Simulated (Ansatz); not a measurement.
A geometry of Al away from equilibrium: step 2 of the relaxation of a generated cell, Al placed in the A7 structure type. These are PBEsol (plane waves to 420 eV, PAW, scalar-relativistic; Ansatz, a quantum-chemistry and plane-wave program) values and carry that method's errors. Γ-centred k-mesh 11×11×11 on the run's cell (coarser than for final values), Fermi–Dirac smearing 0.05 eV. The plane waves were selected for a different cell earlier on the path.

```xyz
2
Lattice="1.7859 1.0311 3.2151 -1.7859 1.0311 3.2151 0.0000 -2.0622 3.2151" Properties=species:S:1:pos:R:3 pbc="T T T"
Al     0.0000     0.0000     2.3434
Al     0.0000     0.0000     7.3019
```

Question: Give the Cartesian forces on all atoms (eV/Å).

Answer: 
```
atom    Fx    Fy     Fz
----  ----  ----  -----
Al1   0.00  0.00   1.02
Al2   0.00  0.00  -1.02
```

The path ends in Fm-3m (No. 225) (fcc (Cu type)). No spin polarisation in the result.

The run could not lose the symmetry of its start; a randomly shaken copy of 2 atoms returns to this structure.
